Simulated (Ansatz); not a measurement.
Hf4F3: from a guess to a relaxed structure

Theory: DFT PBE, scalar-relativistic, plane waves, PAW (Ansatz 0.2.0). Cutoff 420 eV, Gaussian smearing, Γ-centred meshes. Cell and atoms relax first on a coarse mesh, the cell is then made exact in the group found at 0.06 to 0.08 Å, and last on a converged mesh; the steps can't lower the symmetry of their start. No spin polarisation.

The cell of Hf4F3 is invented: species swapped into a database cell of Sn3As4 (P-43m, No. 215), with F on the Sn sites and Hf on the As sites. Its size is a rough estimate.

```cif
data_structure
_symmetry_space_group_name_H-M 'P-43m'
_symmetry_Int_Tables_number 215
_cell_length_a 4.9900
_cell_length_b 4.9900
_cell_length_c 4.9900
_cell_angle_alpha 90.000
_cell_angle_beta 90.000
_cell_angle_gamma 90.000
_cell_volume 124.25
loop_
_atom_site_label
_atom_site_type_symbol
_atom_site_symmetry_multiplicity
_atom_site_Wyckoff_symbol
_atom_site_fract_x
_atom_site_fract_y
_atom_site_fract_z
_atom_site_occupancy
Hf1 Hf 4 e 0.28429 0.71571 0.28429 1
F1 F 3 d 0.00000 0.00000 0.50000 1
```

The zero of energy is the elements' standard structures at the same level (F₂ as a molecule); no fitted shifts are applied.

Problem. Describe the relaxed structure.

Solution. The symmetry stays P-43m (No. 215). The volume per atom stays near 17.8 Å³. The shortest distance goes from 2.28 Å (Hf–F) to 2.31 Å (Hf–F). Conventional cell: a = 4.992 Å. Hf is surrounded by 3 F at 2.31 Å and 3 Hf at 2.93 Å; F has 4 Hf at 2.31 Å.

```cif
data_structure
_symmetry_space_group_name_H-M 'P-43m'
_symmetry_Int_Tables_number 215
_cell_length_a 4.9924
_cell_length_b 4.9924
_cell_length_c 4.9924
_cell_angle_alpha 90.000
_cell_angle_beta 90.000
_cell_angle_gamma 90.000
_cell_volume 124.43
loop_
_atom_site_label
_atom_site_type_symbol
_atom_site_symmetry_multiplicity
_atom_site_Wyckoff_symbol
_atom_site_fract_x
_atom_site_fract_y
_atom_site_fract_z
_atom_site_occupancy
Hf1 Hf 4 e 0.29241 0.70759 0.29241 1
F1 F 3 d 0.00000 0.00000 0.50000 1
```

Problem. How does it come out in energy, and is it a metal?

Solution.

| Item | Value |
| --- | --- |
| Energy over the elements | −1.45 eV/atom |
| Gap on the 6×6×6 mesh of the 7-atom cell | 0 eV (a metal) |

The last run used Gaussian smearing of 0.10 eV. These runs have no spin–orbit coupling, which can matter for Hf. An odd number of electrons in the primitive cell allows no gap without spin; a larger cell or a magnetic state could open one. The cell is a metal run without spin; a magnetic state may lie lower. A structure relaxed within its symmetry needn't be a true minimum. Another cell of the same search, in Cm, lies 236 meV/atom lower, so this cell isn't the stable form at this level.
